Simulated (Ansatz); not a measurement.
Notes on Hg4As3Pb

```
Pb Hg As
1.0
     4.38142    0.00000    0.00000
    -2.19071    3.79442    0.00000
    -2.19071    1.26481   12.05725
Pb Hg As
1 4 3
Cartesian
  0.0000 2.5296 6.0286
  -2.1907 3.7944 3.1278
  2.1907 1.2648 8.9295
  -2.1907 3.7944 10.9391
  2.1907 1.2648 1.1182
  -2.1907 3.7944 8.3557
  2.1907 1.2648 3.7016
  0.0000 0.0000 0.0000
```

Level: PBE, no spin polarisation; 420 eV; 8×8×8 Γ-centred mesh; fermi-dirac occupations (width 0.1 eV); Ansatz 0.2.0, fixed geometry.

Question: What do density and ELF say about some of the short contacts?

Answer: Hg–As at 2.58 Å: least valence density 0.44 e/Å³ and ELF 0.39 there. Pb–As at 3.44 Å: least valence density 0.12 e/Å³ and ELF 0.21 there. Pb–Hg at 3.85 Å: least valence density 0.07 e/Å³ and ELF 0.09 there. Both are smooth PAW fields, read partly inside the augmentation spheres.

Question: Where is the largest force?

Answer: The largest is on As7 (and as large on other atoms): 1.87 eV/Å, components (0.00, 0.00, 1.87). It makes 180° with the line to a nearest neighbour, Hg5 at 2.58 Å, pointing away from it.

Question: What does the stress say?

Answer: The pressure is 7.2 GPa (compression positive), so with the atoms held at these fractions the cell would first expand; the forces are large, so a full relaxation may end otherwise.

Question: Is there a gap?

Answer: It is a metal, with about 2.8 states/eV a cell as the mean within 0.25 eV of the Fermi level, mostly As p (34 %), Pb p (32 %) and Hg s (18 %).

Origin: a known structure type with other elements, at an estimated volume, so it need not be a known compound. Caveats: atoms or cell far from equilibrium.
